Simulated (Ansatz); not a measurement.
Consider the following.

BN:
```cif
data_B6N6
_chemical_formula_sum 'B6 N6'
_space_group_name_H-M_alt 'P 1'
_space_group_IT_number 1
_cell_length_a 2.52881
_cell_length_b 2.52881
_cell_length_c 12.44325
_cell_angle_alpha 90.000
_cell_angle_beta 90.000
_cell_angle_gamma 120.000
loop_
_space_group_symop_operation_xyz
  'x, y, z'
loop_
_atom_site_label
_atom_site_type_symbol
_atom_site_fract_x
_atom_site_fract_y
_atom_site_fract_z
_atom_site_occupancy
B1 B 0.00000 0.00000 0.00007 1
B2 B 0.00000 0.00000 0.50007 1
B3 B 0.66667 0.33333 0.83265 1
B4 B 0.33333 0.66667 0.33265 1
B5 B 0.66667 0.33333 0.16656 1
B6 B 0.33333 0.66667 0.66656 1
N1 N 0.00000 0.00000 0.87440 1
N2 N 0.00000 0.00000 0.37440 1
N3 N 0.66667 0.33333 0.70808 1
N4 N 0.33333 0.66667 0.20808 1
N5 N 0.66667 0.33333 0.04194 1
N6 N 0.33333 0.66667 0.54194 1
```

This is the LDA-relaxed structure.

All from LDA (plane waves, PAW; program Ansatz), unless another level is named. Estimate the largest static χ(2) component.

6.7 pm/V.

And the electronic dielectric constant ε∞ (DFPT)?

4.56 (xx = yy), 4.63 (zz).

Space group P6_3mc. The cell is a constructed one: a structure type filled with these elements. Its sites differ from those of the usual phase in this space group: another stacking or structure type. The LDA relaxation kept the symmetry of its start; phonons on a q-mesh show no instability.

Potentials: the later of the program's two PAW sets.
